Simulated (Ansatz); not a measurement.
# Computed properties of SnGe₃

SnGe3:
```
SnGe3
1.0
   -2.18080     2.18080     4.21762
    2.18080    -2.18080     4.21762
    2.18080     2.18080    -4.21762
Sn Ge
1 3
Direct
  0.00000   0.00000   0.00000
  0.75000   0.25000   0.50000
  0.25000   0.75000   0.50000
  0.50000   0.50000   0.00000
```

Space group I4/mmm (No. 139); conventional cell a = 4.362 Å, b = 4.362 Å, c = 8.435 Å, α = 90.00°, β = 90.00°, γ = 90.00°.

Method: the program Ansatz at the LDA level (PAW). The cell and atoms are relaxed at this level. Other levels are named where they apply.

Cell and energy:

```
Item                                                          Value
-----------------------------------------------------  ------------
Volume per atom                                            20.06 Å³
Density                                                  6.97 g/cm³
Formation energy from the elements (no fitted shifts)  0.27 eV/atom
```

Electronic structure:

```
Item                                                                         Value
------------------------------------  --------------------------------------------
Electronic character                                             metallic (no gap)
Density of states at the Fermi level  0.44 states/eV per atom (mean over ±0.08 eV)
```

Mechanics:

```
Item                                  Result
----------------------------------  --------
Bulk modulus (Birch–Murnaghan fit)  71.6 GPa
Pressure derivative B′                   4.8
```

Phonons:

```
Quantity                                                Result
-----------------------------  -------------------------------
Highest zone-centre frequency                        117 cm^-1
Zone-centre stability          unstable, softest mode 31i cm⁻¹
```

The workflow started from a Materials Project entry (that database holds measured and hypothetical structures alike); the Crystallography Open Database copy checked does not list it. Whether it is the stable phase at ambient conditions was not checked. The LDA relaxation kept the symmetry of its start; phonons show weakly imaginary modes. Its formation energy is positive at this level, so the cell may be metastable or incomplete. As this level gives no gap, phonon frequencies hold no LO–TO term and depend on the k-mesh and smearing (Fermi–Dirac, 0.1 eV here). The references are the lowest solids computed at this level, not always the standard phases. Scalar-relativistic: spin–orbit coupling is off unless named, which matters more the heavier the elements.

Potentials: the later of the program's two PAW sets.
